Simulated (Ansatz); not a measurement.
input.yaml

```yaml
crystal:
  lattice:
    - [5.760514472, 0.0, 0.0]
    - [-2.880257236, 4.9887518717, 0.0]
    - [0.0, 0.0, 9.7203844753]
  atoms:
    - { symbol: Cs, position: [0.33333333, 0.66666667, 0.25] }
    - { symbol: Cs, position: [0.66666667, 0.33333333, 0.75] }
basis:
  ecutwfc: 420
kpoints:
  mp_grid: { grid: [9, 9, 6] }
hamiltonian:
  xc: pbesol
scf:
  occupations: { method: gaussian, width: 0.1 }
output:
  forces: true
  stress: true
  eigenvalues: true
```

Launched with
```bash
ansatz run input.yaml --threads 1 --pin off --max-ram 1331MiB --backend cpu --events-out ev --progress --plain --runs-dir out
```

Method: DFT PBEsol, scalar-relativistic, plane waves, PAW in Ansatz 0.2.0.

Part of what the program printed, abridged (final results; tables in files aren't shown):

```
SCF 1 converged in 6 iterations: F = -11171.519846 eV  dr2 = 6.40e-8
SCF converged after 6 iterations
Free energy (F): -11171.519846 eV
Harris-Foulkes:  -11171.519845 eV  (|F-HF|=5.35e-8)
Internal energy: -11171.506420 eV  (E = F + TS)
E sigma→0 (E₀):  -11171.513133 eV
Entropy (-TS):   -0.013426 eV (-6.713 meV/atom)
Fermi energy:    1.417928 eV
--- Per-component energies (eV) ---
  E_band       = -200.543086
  E_kinetic    = 281.026172
  E_local      = -861.375182  (includes V_loc(G=0)·N_el)
  E_nonlocal   = 62.418063
  E_hartree    = 304.306919
  E_xc         = -341.905031
  E_vxc        = -247.596523  (∫ρ·V_xc dr)
  E_paw        = -9967.090199  (= ΣΔE_a)
  E_vpaw       = -43.626680  (= ΣTr[D̂ρ^β])
  E_aug_tail   = -0.000003  (compensation charges beyond the density's cutoff)
  E_ewald      = -649.175479
  E_core_change = 0.288320  (= ΣΔE_core)
  E_smearing   = -0.013426  (= −TS)
--- Forces (eV/Å), atoms counted from 1 ---
  atom   1  Cs     0.00000000     0.00000000     0.00000000
  atom   2  Cs     0.00000000     0.00000000     0.00000000
--- Stress (GPa, compression-positive) ---
       -0.323072       0.000000       0.000000
        0.000000      -0.323072       0.000000
        0.000000       0.000000      -0.350970
  P = ⅓ Tr σ = -0.3324 GPa (-3.324 kbar)
--- Band table (eV; the first three rows and the last of 48) ---
  k-point 0: bands = ["-22.5702", "-22.5684", "-9.3701", "-9.3127", "-9.3127", "-9.3087", "-9.3048", "-9.3048", "-0.0750", "1.3601", "1.9640", "3.6275", "3.7350"]
  k-point 1: bands = ["-22.5701", "-22.5685", "-9.3660", "-9.3129", "-9.3122", "-9.3122", "-9.3053", "-9.3053", "-0.0176", "1.1298", "2.1865", "3.5239", "3.7233"]
  k-point 2: bands = ["-22.5698", "-22.5688", "-9.3550", "-9.3242", "-9.3107", "-9.3107", "-9.3067", "-9.3067", "0.1504", "0.7584", "2.5500", "3.2589", "3.7184"]
  k-point 47: bands = ["-22.5673", "-22.5673", "-9.3592", "-9.3592", "-9.3490", "-9.3490", "-9.3210", "-9.3210", "2.2240", "2.2240", "2.2745", "2.2745", "2.3833"]
```

The calculation finished and met its thresholds.